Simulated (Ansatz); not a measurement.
Gd (hcp (Mg type), P6_3/mmc) at seven volumes, the program Ansatz at the PBEsol level (PAW), shape and atoms relaxed at each. One row is withheld.

```tsv
V (Å³/atom)	P (GPa)
27.859	?
28.777	2.57
29.696	1.20
30.614	0.00
31.532	-1.05
32.451	-1.97
33.369	-2.77
```

Fit the shown pressures and predict the withheld one.

Third-order Birch–Murnaghan: P = (3/2)B₀(x^(7/2) − x^(5/2))[1 + (3/4)(B′ − 4)(x − 1)] with x = (V₀/V)^(2/3). Least squares on the six rows gives V₀ = 30.614 Å³/atom, B₀ = 37.36 GPa, B′ = 3.46. At V = 27.859, x = 1.0649 and P = 4.14 GPa. The run itself gave 4.12 GPa.

The PBEsol relaxation kept the symmetry of its start, as lowered by the spin order. The final state is antiferromagnetic, chosen from 5 collinear starts compared on coarse meshes (ties went to the first, and starts can fall back to one state), not a proven ground state. Textbook magnetic order: ferromagnetic. The 4f shell is in the valence, and the state reached may lie above the lowest one. No Hubbard U is applied. Scalar-relativistic: spin–orbit coupling is off unless named, which matters more the heavier the elements.

Potentials: the earlier of the program's two PAW sets. The files were generated under PBE; for other functionals the program regenerates the frozen cores, and for LDA and PBEsol the local potential too.
